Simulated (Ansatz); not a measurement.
Space group P4mm (No. 99). a = 3.972 Å, b = 3.972 Å, c = 4.113 Å, α = 90.00°, β = 90.00°, γ = 90.00°
```
atom site symmetry x y z
  Ba    1a       4mm  0.0000  0.0000  0.9956
  Ti    1b       4mm  0.5000  0.5000  0.4775
   O    1b       4mm  0.5000  0.5000  0.0346
   O    2c      2mm.  0.5000  0.0000  0.5177
```

Equation of state of this BaTiO$_{3}$ structure (not necessarily the ground state), with shape and atoms relaxed at each volume where symmetry leaves them free. The calculation used DFT r2SCAN, scalar-relativistic, plane waves, PAW in Ansatz.

Cutoff 500 eV; k points 8×8×8 on the computed 5-atom cell (Γ-centred); Gaussian smearing, width 0.02 eV; no spin polarisation.

```json
{"V (Å³/atom)": "12.200", "E − E(largest V) (meV/atom)": "7.13", "P (GPa)": "9.24", "gap on mesh (eV)": "2.30"}
{"V (Å³/atom)": "12.589", "E − E(largest V) (meV/atom)": "-8.68", "P (GPa)": "3.98", "gap on mesh (eV)": "2.26"}
{"V (Å³/atom)": "12.979", "E − E(largest V) (meV/atom)": "-13.31", "P (GPa)": "0.00", "gap on mesh (eV)": "2.23"}
{"V (Å³/atom)": "13.368", "E − E(largest V) (meV/atom)": "-9.58", "P (GPa)": "-2.89", "gap on mesh (eV)": "2.21"}
{"V (Å³/atom)": "13.758", "E − E(largest V) (meV/atom)": "0.00", "P (GPa)": "-4.83", "gap on mesh (eV)": "2.20"}
```

**Question.** Fit a third-order Birch–Murnaghan equation to E(V).

**Answer.** V0 = 12.98 Å³/atom, B0 = 113 GPa, B0' = 9.7. B0' is unusual or poorly fixed by this range.

Spin-orbit coupling is left out, which matters for the bands of heavy elements.